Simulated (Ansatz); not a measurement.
The relaxed structure here is a generated cell of AlNi: the first start was made by a random draw of sites in a space group, and the end was not matched to a known phase here, so it may be hypothetical. Known forms of AlNi include space group No. 221.

A relaxed structure of AlNi. Space group P4/mmm (No. 123). Level of theory: PBEsol (plane waves to 420 eV, PAW, scalar-relativistic; Ansatz, an electronic-structure program).

```cif
data_Al3Ni3
_chemical_formula_sum 'Al3 Ni3'
_space_group_name_H-M_alt 'P 1'
_space_group_IT_number 1
_cell_length_a 4.50637
_cell_length_b 4.50637
_cell_length_c 4.81656
_cell_angle_alpha 90.000
_cell_angle_beta 90.000
_cell_angle_gamma 90.000
loop_
_space_group_symop_operation_xyz
  'x, y, z'
loop_
_atom_site_label
_atom_site_type_symbol
_atom_site_fract_x
_atom_site_fract_y
_atom_site_fract_z
_atom_site_occupancy
Al1 Al 0.50000 0.50000 0.50000 1
Al2 Al 0.00000 0.00000 0.00000 1
Al3 Al 0.50000 0.50000 0.00000 1
Ni1 Ni 0.50000 0.00000 0.00000 1
Ni2 Ni 0.00000 0.50000 0.00000 1
Ni3 Ni 0.00000 0.00000 0.50000 1
```

**Question.** What magnetic moment does PBEsol give?

**Answer.** Zero (the starting moments vanished).

No spin polarisation in the result: the starting moments vanished. A magnetic state may lie lower.

The run could not lower the symmetry of its start; a shaken copy of this end point relaxes with PBEsol to P1 (No. 1), 1.14 eV/atom lower.
